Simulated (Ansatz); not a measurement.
According to plane-wave PAW PBE (Ansatz code), HfBN in the hexagonal phase (P-6m2; Hf on 1a, B on 1d, N on 1f) relaxes to a = 2.645 Å, c = 7.781 Å. B has 3 nearest neighbours from 1.53 Å (trigonal planar); N has 3 nearest neighbours from 1.53 Å (trigonal planar). Its formation energy from the elements is 0.15 eV/atom, with no fitted shifts.

Electronic character: metallic (no gap).

The start of the workflow was typed in or built on a structure type; neither database checked (COD, Materials Project) lists it. Its standing as an ambient phase is unchecked. Symmetry was held in the PBE relaxation; its stability against distortions is not shown here. No spin polarisation was allowed. The volume moved by 92 % from the start of the relaxation. The references are the lowest solids computed at this level, not always the standard phases (solids in place of the gases). Scalar-relativistic: spin–orbit coupling is off unless named, which matters more the heavier the elements.

Potentials: the earlier of the program's two PAW sets.
